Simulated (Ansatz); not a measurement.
An Ansatz (a first-principles code) run. Input:

Ansatz 0.2 input:
```yaml
crystal:
  lattice:
    - [4.6754169706, 0.0, 0.0]
    - [-2.3377084853, 4.0490298698, 0.0]
    - [0.0, 0.0, 10.3868093782]
  atoms:
    - { symbol: Hg, position: [0.3085808542, 0.3085808542, 0.0] }
    - { symbol: Hg, position: [0.6914191458, 0.0, 0.3333333333] }
    - { symbol: Hg, position: [0.0, 0.6914191458, 0.6666666667] }
    - { symbol: Te, position: [0.4890023079, 0.4890023079, 0.5] }
    - { symbol: Te, position: [0.5109976921, 0.0, 0.8333333333] }
    - { symbol: Te, position: [0.0, 0.5109976921, 0.1666666667] }
kpoints:
  mp_grid: { grid: [7, 7, 3] }
hamiltonian:
  xc: r2scan
  pseudopotentials: { kind: paw }
scf:
  occupations: { method: fixed }
checkpoint: { read: static.run }
output: { bader: true, populations: true }
```

Output (shortened):

```
Pseudopotential: Hg, paw, valence charge 20
Pseudopotential: Te, paw, valence charge 16
Functional definition: r2SCAN
Crystal: 6 atoms, lattice volume = 196.632 Å³
Basis set: ecut = 500 eV, 5047 PW (Γ), exchange–correlation on 144×144×320 points (64 copies of the dense FFT grid, shifted against one another)
Bands: 65, of which v1, the nominal top of the filled ones, is band 54 counted from 1 (53 counted from 0)
Symmetry: 6 space group operations
Space group: P3121 (ITA 152), of the structure as read, at distance tolerance 5.8e-5 Å
k-points: 20 of 147 (time reversal used)
Stability of the state it starts from, as read at its close in the unpolarized treatment …
iter 1 solved again at ethr=3.26e-7 eV; its pass at ethr=3.10e-3 eV (dr2=3.52e-4 eV) is discarded
SCF iter   1: F=—  HF=-62468.932213 eV  |F-HF|=—  |Δ(HF+E_count)|=         —  Δρ=1.08e-6  dr2=1.36e-9  dr2_τ=1.77e-10  ethr=3.26e-7  ⟨swp⟩=4.0  Hψ=7462  notcnv=0  defer=178
preconditioner: auto → Resta (q_TF=auto, 2.469 Å⁻¹)
SCF iter   2: F=—  HF=-62468.932147 eV  |F-HF|=—  |Δ(HF+E_count)|=   6.59e-5  Δρ=4.61e-7  dr2=2.82e-10  dr2_τ=1.80e-10  ethr=1.26e-12  ⟨swp⟩=14.0  Hψ=7452  notcnv=0
SCF iter   3: F=-62468.932147 eV  HF=-62468.932147 eV  |F-HF|=6.55e-11  |Δ(HF+E_count)|=  7.28e-12  Δρ=3.19e-7  dr2=1.33e-10  dr2_τ=1.74e-11  ethr=1.00e-12  ⟨swp⟩=1.0  Hψ=2583  notcnv=0
SCF 1 converged in 3 iterations: F = -62468.932147 eV  dr2 = 1.33e-10
SCF converged after 3 iterations
Free energy (F): -62468.932147 eV
Harris-Foulkes:  -62468.932147 eV  (|F-HF|=6.55e-11)
Internal energy: -62468.932147 eV  (E = F + TS)
E sigma→0 (E₀):  -62468.932147 eV
Fermi energy:    8.716432 eV
--- Per-component energies (eV) ---
  E_band       = -2368.835089
  E_kinetic    = 2349.875444
  E_local      = -13505.603121  (includes V_loc(G=0)·N_el)
  E_nonlocal   = -708.489527
  E_hartree    = 6586.776175
  E_xc         = -968.164000
  E_vxc        = -1201.912753  (∫ρ·V_xc dr)
  E_paw        = -43974.370790  (= ΣΔE_a)
  E_vpaw       = -2557.039144  (= ΣTr[D̂ρ^β])
  E_aug_tail   = 0.001071  (compensation charges beyond the density's cutoff)
  E_vtau       = 80.781430  (kinetic-family band-sum trace: ∫τ·v_τ [+ j·A + Jᵃ·Aᵃ] dr)
  E_ewald      = -12249.365183
  E_core_change = 0.407783  (= ΣΔE_core)
  E_smearing   =  0.000000  (= −TS)
  E_closure    =  0.000000  (closes the sum)
  Σ components = -62468.932147   (vs F -62468.932147, Δ=0.00e0)
  [band-id]    e_kinetic+e_local+e_nonlocal+2·e_hartree+e_vxc+e_vpaw+e_augmentation_tail+e_vtau = -2368.834250   (vs E_band -2368.835089, Δ=8.40e-4)
--- Band table (eV; the first three rows and the last of 20) ---
  k-point 0: bands = ["-108.3594", "-108.3594", "-108.3594", "-56.2888", "-56.2888", "-56.2887", "-56.1528", "-56.1528", "-56.1528", "-56.1440", "-56.1440", "-56.1439", "-28.6348", "-28.6348", "-28.6334", "-28.6258", "-28.6257", "-28.6257", "-28.5249", …
  k-point 1: bands = ["-108.3594", "-108.3594", "-108.3594", "-56.2888", "-56.2887", "-56.2887", "-56.1528", "-56.1528", "-56.1527", "-56.1441", "-56.1440", "-56.1440", "-28.6351", "-28.6342", "-28.6336", "-28.6258", "-28.6257", "-28.6257", "-28.5250", …
  k-point 2: bands = ["-108.3594", "-108.3594", "-108.3594", "-56.2888", "-56.2888", "-56.2887", "-56.1528", "-56.1528", "-56.1528", "-56.1440", "-56.1440", "-56.1439", "-28.6349", "-28.6348", "-28.6332", "-28.6258", "-28.6257", "-28.6256", "-28.5249", …
  k-point 19: bands = ["-108.3594", "-108.3594", "-108.3594", "-56.2889", "-56.2888", "-56.2887", "-56.1528", "-56.1528", "-56.1528", "-56.1440", "-56.1440", "-56.1440", "-28.6356", "-28.6340", "-28.6331", "-28.6258", "-28.6256", "-28.6253", "-28.5247", …
--- Löwdin populations: 6 sites ---
  site symbol       q [e]
     0     Hg     19.1260
     1     Hg     19.1260
     2     Hg     19.1260
     3     Te     16.6898
     4     Te     16.6898
     5     Te     16.6898
  spilling = 0.005118 (of n_electrons = 108.000000)
--- Bader charges: 6 sites ---
  site symbol  charge [e]  shift [e]
     0     Hg      0.1739     0.0003
     1     Hg      0.1739     0.0003
     2     Hg      0.1739     0.0003
     3     Te     -0.1739     0.0003
     4     Te     -0.1739     0.0003
     5     Te     -0.1739     0.0003
  shift: an alarm, by how much a part of what the PAW files miss would move the charge. Where it is large, compare
  with a run on PAW files of another source; a small one proves nothing
  estimated error of the sums over rays = 3.1e-4 e
```

Cost: around 2.1 core-minutes (rough) on shared cores.

Space group P3_121. The first step of the workflow began from a Materials Project structure, measured or hypothetical; the Crystallography Open Database copy checked does not list it. It is not the phase usual at ambient conditions (space group No. 216). Symmetry was held in the r²SCAN relaxation; whether a distortion lowers the energy is not shown. Spin–orbit coupling is left out wherever it is not named.

Potentials: the later of the program's two PAW sets.

Ansatz is a plane-wave DFT program.
